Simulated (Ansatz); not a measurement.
Cu Kα1 powder pattern (kinematic, no thermal factors).
```tsv
2θ (°)	relative intensity
16.09	6
26.96	13
28.17	37
31.55	100
32.51	28
36.56	15
42.72	11
47.62	31
49.72	9
50.59	2
55.58	2
56.25	5
57.40	18
58.25	17
58.85	30
61.50	3
65.71	2
65.88	3
68.09	3
71.25	1
71.31	3
74.66	3
76.15	1
76.73	4
77.72	7
78.45	15
81.31	3
84.38	2
85.10	1
85.26	3
87.30	8
88.74	5
```

The pattern is computed from a structure relaxed with DFT PBE, scalar-relativistic, plane waves, PAW, and for the lanthanide a 4f-in-core norm-conserving potential (Ansatz). No spin polarisation. Its elements are In, O, Sm.

Q: Give the structure.

A: SmInO.
Space group P6_3mc (No. 186). a = 3.816 Å, b = 3.816 Å, c = 11.007 Å, α = 90.00°, β = 90.00°, γ = 120.00°
```csv
atom,site,symmetry,x,y,z
Sm,2a,3m.,0.0000,0.0000,0.1072
In,2b,3m.,0.6667,0.3333,0.3403
O,2b,3m.,0.6667,0.3333,0.5620
```

A pattern alone doesn't exclude other cells with like lines; this is the one computed.

The cell was found from a structure generator's guess, not taken from experiment.

The lanthanide is trivalent by construction, without f bands, f moments or other valences.
